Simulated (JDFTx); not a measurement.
Input for JDFTx (a modified build): benzotriazole, C6H5N3 (SMILES c1ccc2[nH]nnc2c1), charge 0, multiplicity 1, linear PCM (GLSSA13), ethanol, no salt; lengths in bohr, energies in hartree. This linear run has a cavity as tight as the nonlinear model's, a pairing that the parameters may not suit. The run starts from orbitals saved by an earlier run of the same system.

```
lattice \
  25.0388711513 0.0000000000 0.0000000000 \
  0.0000000000 23.6215765578 0.0000000000 \
  0.0000000000 0.0000000000 14.6453774658
coords-type Cartesian
ion C -3.3937550052 -0.7286517444 -0.0002626868 0
ion C -2.7245751047 1.8363930755 -0.0008235001 0
ion C -0.2429524085 2.6149893921 -0.0008165786 0
ion C 1.5761785290 0.7224537736 -0.0005629291 0
ion N 4.1467690705 0.6812586040 0.0001096549 0
ion N 4.9651238477 -1.7199624199 -0.0001187818 0
ion N 3.1164002624 -3.2284098795 0.0001764250 0
ion C 0.9201601057 -1.8757325435 -0.0001566668 0
ion C -1.6088139271 -2.6158672503 -0.0002757749 0
ion H -5.3746304701 -1.2170497747 0.0006954431 0
ion H -4.2082134940 3.2372927746 0.0008235001 0
ion H 0.2691413710 4.5890798335 -0.0002060002 0
ion H 5.3746304701 2.1342727180 0.0006842934 0
ion H -2.1112006530 -4.5890798335 -0.0001773596 0
ion-species pseudo/c_pbe_v1.2.upf
ion-species pseudo/n_pbe_v1.2.upf
ion-species pseudo/h_pbe_v1.4.upf
elec-cutoff 20 100
elec-ex-corr gga-PBE
symmetries none
elec-n-bands 22
electronic-minimize nIterations 150 energyDiffThreshold 1e-7
fluid LinearPCM
pcm-variant GLSSA13
fluid-solvent Ethanol
fluid-minimize nIterations 400 knormThreshold 1e-11
wavefunction read s4.wfns
dump-name s5.$VAR
dump End State Ecomponents EigStats BandEigs Forces ElecDensity IonicPositions FluidDebug
```

The log closes as follows.

```
[...]
ElecMinimize: Iter:  13  Etot: -67.109871186807538  |grad|_K:  2.883e-07  alpha:  8.125e-01  linmin: -4.886e-03
ElecMinimize: Iter:  14  Etot: -67.109871243008442  |grad|_K:  1.974e-07  alpha:  8.255e-01  linmin: -1.065e-02
ElecMinimize: Iter:  15  Etot: -67.109871267132249  |grad|_K:  1.340e-07  alpha:  7.573e-01  linmin: -3.811e-02
ElecMinimize: Converged (|Delta Etot|<1.000000e-07 for 2 iters).

# Ionic positions in cartesian coordinates:
ion C  -3.393755005200000  -0.728651744400000  -0.000262686800000 0
ion C  -2.724575104700000   1.836393075500000  -0.000823500100000 0
ion C  -0.242952408500000   2.614989392100000  -0.000816578600000 0
ion C   1.576178529000000   0.722453773600000  -0.000562929100000 0
ion C   0.920160105700000  -1.875732543500000  -0.000156666800000 0
ion C  -1.608813927100000  -2.615867250300000  -0.000275774900000 0
ion N   4.146769070500000   0.681258604000000   0.000109654900000 0
ion N   4.965123847700000  -1.719962419900000  -0.000118781800000 0
ion N   3.116400262400000  -3.228409879500000   0.000176425000000 0
ion H  -5.374630470099999  -1.217049774700000   0.000695443100000 0
ion H  -4.208213494000000   3.237292774600000   0.000823500100000 0
ion H   0.269141371000000   4.589079833499999  -0.000206000200000 0
ion H   5.374630470099999   2.134272718000000   0.000684293400000 0
ion H  -2.111200653000000  -4.589079833499999  -0.000177359600000 0

# Forces in Cartesian coordinates:
force C  -0.004134384917130  -0.000265012378928  -0.000011923305996 0
force C  -0.001425226946241   0.001117238087173   0.000069121037449 0
force C   0.003750563751241   0.004034784172431   0.000005405954749 0
force C   0.004181703063976  -0.009468419594872   0.000032794764498 0
force C  -0.005041562118727   0.012895508664443  -0.000029244586153 0
force C   0.005252010291423  -0.002660793759328   0.000005704213894 0
force N  -0.017056880602358  -0.003960857563898  -0.000045184024788 0
force N   0.046449491731864   0.020496646925660   0.000064246200233 0
force N  -0.026533267450731  -0.040047308800342  -0.000033549991295 0
force H  -0.010598547576224  -0.003038055584435  -0.000012366754810 0
force H  -0.007826307098189   0.007603215279209  -0.000031396881024 0
force H   0.002095600457590   0.010437120445769  -0.000006970883602 0
force H   0.014611213170938   0.014999277785912  -0.000006488748879 0
force H  -0.004017102009495  -0.011731727328628   0.000008825588523 0

# Energy components:
   A_diel =       -0.0472212537955228
   Eewald =       83.5711071498064086
       EH =      136.1587872839499482
     Eloc =     -314.5859939491637647
      Enl =        9.4585071073928724
      Exc =      -20.7112253470186332
 Exc_core =        0.4679123256612717
       KE =       38.5782554160351623
-------------------------------------
     Etot =      -67.1098712671322488
```

The run took 16 electronic cycles (a count that differs between repeats, as do the digits past 10⁻⁶ Ha); the total lies -0.93 eV from the vacuum run at this geometry.
